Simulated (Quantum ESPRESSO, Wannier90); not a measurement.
**Wannier functions of Ni$_{3}$Ge (Cu3Au type)**

Cell from Materials Project (mp-21008), symmetrised, no further relaxation. Not found in the COD (Crystallography Open Database) copy used; not checked further. Computed values, not measurements, from PBEsol: Quantum ESPRESSO (norm-conserving PseudoDojo potentials, cutoff 79 Ry, no spin polarisation, no spin-orbit coupling) on a Γ-centred 6×6×6 mesh, then Wannier90. Density: 10×10×10 mesh, cold smearing 0.01 Ry. A non-magnetic state is assumed; magnetic ones were not tried. Spin-orbit coupling, left out, would split the p-like bands by a few tenths of an eV.

```
begin unit_cell_cart
ang
    3.5303300000    0.0000000000    0.0000000000
    0.0000000000    3.5303300000    0.0000000000
    0.0000000000    0.0000000000    3.5303300000
end unit_cell_cart
mp_grid = 6 6 6
```

**Question.** Which shells of neighbouring k-points and which b-vectors and weights does Wannier90 pick for this cell and mesh?

**Answer.** 
```
 *---------------------------------- K-MESH ----------------------------------*
 +----------------------------------------------------------------------------+
 |                    Distance to Nearest-Neighbour Shells                    |
 |                    ------------------------------------                    |
 |          Shell             Distance (Ang^-1)          Multiplicity         |
 |          -----             -----------------          ------------         |
 |             1                   0.296629                      6            |
 |             2                   0.419496                     12            |
 |             3                   0.513776                      8            |
 |             4                   0.593258                      6            |
 |             5                   0.663282                     24            |
 |             6                   0.726589                     24            |
 |             7                   0.838993                     12            |
 |             8                   0.889886                     30            |
       ... (lines left out)
 +----------------------------------------------------------------------------+
 | The b-vectors are chosen automatically                                     |
 | The following shells are used:                       1                     |
 +----------------------------------------------------------------------------+
 |                        Shell   # Nearest-Neighbours                        |
 |                        -----   --------------------                        |
 |                          1               6                                 |
 +----------------------------------------------------------------------------+
 | Completeness relation is fully satisfied [Eq. (B1), PRB 56, 12847 (1997)]  |
 +----------------------------------------------------------------------------+
 |                  b_k Vectors (Ang^-1) and Weights (Ang^2)                  |
 |                  ----------------------------------------                  |
 |            No.         b_k(x)      b_k(y)      b_k(z)        w_b           |
 |            ---        --------------------------------     --------        |
 |             1         0.000000    0.000000    0.296629     5.682551        |
 |             2         0.000000    0.296629    0.000000     5.682551        |
 |             3         0.296629    0.000000    0.000000     5.682551        |
 |             4         0.000000    0.000000   -0.296629     5.682551        |
 |             5         0.000000   -0.296629    0.000000     5.682551        |
 |             6        -0.296629    0.000000    0.000000     5.682551        |
```
